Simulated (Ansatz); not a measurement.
**Formation energy of AuI3 in the ReO3-type structure**

Computed with Ansatz (plane waves, PAW, 420 eV cutoff): PBE, scalar-relativistic, no spin polarisation, Γ-centred 6×6×6 mesh, 0.05 eV Gaussian smearing; PAW files: Ansatz's generated set soft_2.

The cell came from substitution into a structure type; whether the compound takes it is for experiment to say. The ideal cubic cell shuts out tilts of the octahedra, which such structures often take.

It takes space group Pm-3m (No. 221, cubic). Conventional cell: a = 5.693 Å, b = 5.693 Å, c = 5.693 Å, α = 90.00°, β = 90.00°, γ = 90.00°. Au (site symmetry m-3m) has 6 I at 2.85 Å as nearest neighbours. I (site symmetry 4/mmm) is surrounded by 2 Au at 2.85 Å. (Neighbours are counted to 15 % beyond the shortest distance.)

The elements were computed in their standard states with the same datasets, cutoff and functional. Absolute energies hang on the potentials; compare differences alone.

Energy of the relaxed cell (4 atoms, smearing extrapolated to zero): -35687.545 eV. Elements, in eV/atom: Au -13149.329, I -7512.908.

Problem. What is the formation energy?

Solution. [-35687.545 − (1 × -13149.329 + 3 × -7512.908)] / 4 = 0.13 eV/atom, or 12 kJ per mole of atoms.

The value is for 0 K, without zero-point energy. Uncorrected semilocal values for oxides, chalcogenides and halides often miss by tenths of an eV an atom. A positive value means that this structure is unstable even against the elements at this level.

Spin–orbit coupling, which matters for such heavy elements, is left out. The program warned that the potential is rough where the density is thin (voids or gaps), so long spacings are poorly fixed.
